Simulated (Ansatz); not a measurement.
Density of states of a Hf$_{6}$B$_{3}$Ru$_{7}$W$_{8}$ cell (a random packing after short dynamics, relaxed), per eV and atom, broadened by Gaussian smearing of width 0.1 eV and averaged over bins of 0.4 eV, from 8 eV under the Fermi level at most up to where the solved bands end.

Theory: Ansatz 0.2.0, DFT PBE, scalar-relativistic, plane waves, PAW.

Cutoff 420 eV; k points 3×4×4 on the computed 24-atom cell (Γ-centred); Gaussian smearing, width 0.10 eV; no spin polarisation.

```yaml
crystal:
  lattice:
    - [7.34536, -0.21815, 0.07124]
    - [-0.20991, 7.66872, -0.12231]
    - [0.06327, -0.12817, 6.75985]
  atoms:
    - { symbol: W, position: [0.27623, 0.58558, 0.17785] }
    - { symbol: W, position: [0.82782, 0.74445, 0.66348] }
    - { symbol: W, position: [0.66909, 0.01626, 0.48409] }
    - { symbol: W, position: [0.32882, 0.90810, 0.46283] }
    - { symbol: W, position: [0.45505, 0.03745, 0.12570] }
    - { symbol: W, position: [0.41695, 0.17109, 0.77167] }
    - { symbol: W, position: [0.97425, 0.49614, 0.39714] }
    - { symbol: W, position: [0.77073, 0.06618, 0.87482] }
    - { symbol: Ru, position: [0.53841, 0.50165, 0.86097] }
    - { symbol: Ru, position: [0.68998, 0.32674, 0.19793] }
    - { symbol: Ru, position: [0.36636, 0.30641, 0.40519] }
    - { symbol: Ru, position: [0.54374, 0.60761, 0.46734] }
    - { symbol: Ru, position: [0.22658, 0.57526, 0.65848] }
    - { symbol: Ru, position: [0.71827, 0.33479, 0.60015] }
    - { symbol: Ru, position: [0.49562, 0.82152, 0.78218] }
    - { symbol: Hf, position: [0.08721, 0.20270, 0.13735] }
    - { symbol: Hf, position: [0.00093, 0.85022, 0.30125] }
    - { symbol: Hf, position: [0.14087, 0.87033, 0.87093] }
    - { symbol: Hf, position: [0.65928, 0.72975, 0.12974] }
    - { symbol: Hf, position: [0.06193, 0.18941, 0.62910] }
    - { symbol: Hf, position: [0.92701, 0.48363, 0.92375] }
    - { symbol: B, position: [0.24324, 0.39286, 0.89310] }
    - { symbol: B, position: [0.76983, 0.05606, 0.18727] }
    - { symbol: B, position: [0.40653, 0.32629, 0.07575] }
```

```csv
E − E_F (eV),total,Ru 4d,W 5d,Hf 5d,B 2p
-7.85,0.002,0.000,0.000,0.000,0.000
-7.45,0.051,0.008,0.006,0.003,0.007
-7.05,0.160,0.025,0.021,0.010,0.023
-6.65,0.180,0.015,0.014,0.009,0.023
-6.25,0.173,0.019,0.016,0.009,0.029
-5.85,0.212,0.035,0.025,0.013,0.039
-5.45,0.410,0.094,0.074,0.030,0.069
-5.05,0.720,0.257,0.162,0.057,0.070
-4.65,0.857,0.369,0.210,0.064,0.054
-4.25,0.848,0.404,0.213,0.066,0.044
-3.85,0.878,0.436,0.229,0.076,0.047
-3.45,1.022,0.466,0.296,0.107,0.060
-3.05,1.054,0.443,0.334,0.127,0.060
-2.65,1.086,0.432,0.368,0.149,0.048
-2.25,1.142,0.428,0.398,0.177,0.045
-1.85,1.129,0.419,0.384,0.188,0.042
-1.45,1.115,0.408,0.359,0.202,0.038
-1.05,1.022,0.374,0.324,0.190,0.032
-0.65,0.890,0.314,0.293,0.171,0.023
-0.25,0.816,0.258,0.269,0.185,0.022
0.15,0.768,0.230,0.267,0.184,0.019
0.55,0.806,0.251,0.288,0.179,0.019
```

The columns after the total are the largest Löwdin projections on the valence shells of the potentials, so they needn't add up, and the weight of a shell that a potential lacks goes to other orbitals. The cell has no gap on the mesh.

The k mesh is coarse. Spin-orbit coupling is left out, which matters for the bands of heavy elements.

Cost: 2 runs of about 24 core-minutes in all (earlier runs that led there not counted), on Arm Neoverse V2 (shared hosts).